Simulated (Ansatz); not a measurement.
A geometry of SnTe away from equilibrium: step 2 of the relaxation of a relaxed SnTe cell with one Te and one Sn atom exchanged in a cell of 4 atoms. The numbers are results of PBE (plane waves to 420 eV, PAW, scalar-relativistic; Ansatz, a first-principles code), not measurements. Γ-centred k-mesh 3×6×6 on the run's cell (coarser than for final values), Fermi–Dirac smearing 0.05 eV. The plane waves were selected for a different cell earlier on the path.

```xyz
4
Lattice="-0.0080 6.3536 6.3536 3.1728 0.0000 3.1728 3.1728 3.1728 0.0000" Properties=species:S:1:pos:R:3 pbc="T T T"
Sn     0.0448    -0.0448    -0.0448
Te     0.1087     3.0641     3.0641
Sn     3.1260     3.2196     3.2196
Te     3.0541     6.4643     6.4643
```

Question: Give the Cartesian forces on all atoms (eV/Å).

Answer: 
| atom | Fx | Fy | Fz |
|---|---|---|---|
| Sn1 | 0.15 | -0.15 | -0.15 |
| Te2 | 0.29 | -0.29 | -0.29 |
| Sn3 | -0.15 | 0.15 | 0.15 |
| Te4 | -0.29 | 0.29 | 0.29 |

The path ends in R-3m (No. 166). No spin polarisation in the result. No dispersion correction is included, so spacings between layers, chains or molecules are soft and tend to come out too large.

The run could not lose the symmetry of its start, so the end can be a saddle point.

The end of the path is a generated cell of SnTe: the first start was made by placing the elements on the sites of a structure type, and the end was not matched to a known phase here, so it may be hypothetical. Known forms of SnTe include space group No. 225.
